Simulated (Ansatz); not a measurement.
VPt3:
```xyz
4
Lattice="1.3653 0.7883 8.9708 -1.3653 0.7883 8.9708 0.0000 -1.5765 8.9708" Properties=species:S:1:pos:R:3 pbc="T T T"
V      0.0000     0.0000     0.0000
Pt     0.0000     0.0000     6.8841
Pt     0.0000     0.0000    20.0284
Pt     0.0000     0.0000    13.4563
```

Relaxed with PBEsol. Special points in fractions of this cell's reciprocal vectors: Γ (0.000, 0.000, 0.000); T (0.500, 0.500, 0.500); H2 (0.828, 0.172, 0.500); H0 (0.500, -0.172, 0.172); L (0.500, 0.000, 0.000); S0 (0.336, -0.336, 0.000); S2 (0.664, 0.000, 0.336); F (0.500, 0.000, 0.500).

### Question
List the band energies nearest the Fermi level at these points for plane-wave PAW PBEsol (Ansatz code).

### Answer
In eV from the Fermi level; about four levels below and three above (degenerate sets whole), none deeper than 8.9 eV; points with the same levels are listed once.

```csv
k,below,above
Γ,-1.13 -0.86 -0.86 -0.34,0.44 0.44 1.84 1.84
T,-1.80 -1.80 -0.82 -0.66 -0.66,0.41 0.41 1.79 1.79
H2,-2.87 -2.30 -2.23 -0.88,0.28 0.31 0.49
L,-1.62 -1.24 -0.97 -0.08,0.02 0.04 0.44
S0,-2.85 -2.31 -2.23 -0.89,0.29 0.30 0.48
F,-2.49 -1.33 -1.32 -0.44,0.01 0.04 0.43
```

Space group R-3m. The first step of the workflow began from a Materials Project structure, measured or hypothetical; the Crystallography Open Database copy checked does not list it. COD files the formula under space group No. 139, 221. Its standing as an ambient phase is unchecked. The PBEsol relaxation kept the symmetry of its start; its stability against distortions is not shown here. The run is not spin-polarised. Spin–orbit coupling is left out wherever it is not named.

Potentials: the later of the program's two PAW sets.
